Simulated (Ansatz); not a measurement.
Consider the following.

H$_{4}$BrN:
Space group P4/nmm, origin choice 1 (No. 129); a = 5.534 Å, b = 5.534 Å, c = 3.948 Å, α = 90.00°, β = 90.00°, γ = 90.00°

```
atom  site  symmetry       x       y       z
----  ----  --------  ------  ------  ------
H       8i       .m.  0.1553  0.0000  0.1532
Br      2c       4mm  0.5000  0.0000  0.4691
N       2a      -4m2  0.0000  0.0000  0.0000
```

This is the LDA-relaxed structure.

Q: All from plane-wave PAW LDA (Ansatz code), unless another level is named. Give the zero-point energy.

A: 221.9 meV/atom.

Q: Next, the bulk modulus (Birch–Murnaghan fit)?

A: 18.4 GPa.

Q: And the highest zone-centre frequency (without LO–TO term)?

A: 3081 cm⁻¹.

The workflow started from a Materials Project entry (that database holds measured and hypothetical structures alike); the Crystallography Open Database files this formula in space group No. 129, but the cells were not matched. Its standing as an ambient phase is unchecked. Symmetry was held in the LDA relaxation; phonons on a q-mesh show no instability. A crystal of weakly bound molecules computed without a dispersion correction: the cell and the soft elastic constants depend strongly on that.

Potentials: the later of the program's two PAW sets.
